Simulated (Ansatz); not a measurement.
SnO (litharge type, space group P4/nmm)

```yaml
crystal:
  lattice:
    - [3.83710, 0.00000, 0.00000]
    - [0.00000, 3.83710, 0.00000]
    - [0.00000, 0.00000, 4.75861]
  atoms:
    - { symbol: Sn, position: [0.50000, 0.00000, 0.24344] }
    - { symbol: Sn, position: [0.00000, 0.50000, 0.75656] }
    - { symbol: O, position: [0.00000, 0.00000, 0.00000] }
    - { symbol: O, position: [0.50000, 0.50000, 0.00000] }
```

In this cell atom 3 (O, nearest neighbour Sn at 2.241 Å; its periodic images, 3.8 Å or more away, move with it) is moved by s along Cartesian [110], unit vector (0.707, 0.707, 0.000); all other atoms and the cell stay fixed.

The numbers are results of PBE-D3(BJ) (plane waves to 420 eV, PAW, scalar-relativistic; Ansatz, a program for electronic structure), not measurements. k mesh 10×10×8 (Γ-centred), Fermi-Dirac smearing 0.05 eV. Energies are smeared free energies. With partly filled bands, energies and forces of such displacements shift with the k mesh and the smearing. At this level the bands of SnO touch or barely overlap; measurements give the solid a gap. SnO was relaxed with its symmetry unable to fall. The zero of ΔE is the undisplaced structure. The last digit holds for this mesh only.

```csv
s (Å),ΔE (meV/cell)
-0.450,853.9
-0.360,528.4
-0.270,288.8
-0.180,withheld
-0.090,31.0
0.000,0.0
0.090,31.0
0.180,withheld
0.270,288.8
0.360,528.4
0.450,853.9
```

Task: Fit an even polynomial form (powers 2, 4, 6) to the given rows and predict ΔE at s = 0.180.

Result: Least squares on the 9 given rows: ΔE = (3805)·s² + (2219)·s⁴ + (-911.3)·s⁶, in meV/cell with s in Å; root-mean-square residual 0.03 meV/cell. At 0.180 the fit gives 125.6 meV/cell; the calculation gives 125.6 meV/cell, the same to the digits shown. The quadratic term alone would give 123.3 meV/cell.

(For displaced atoms, the force is minus the slope of the energy, and its curvature is a force constant, which sets phonon frequencies.)
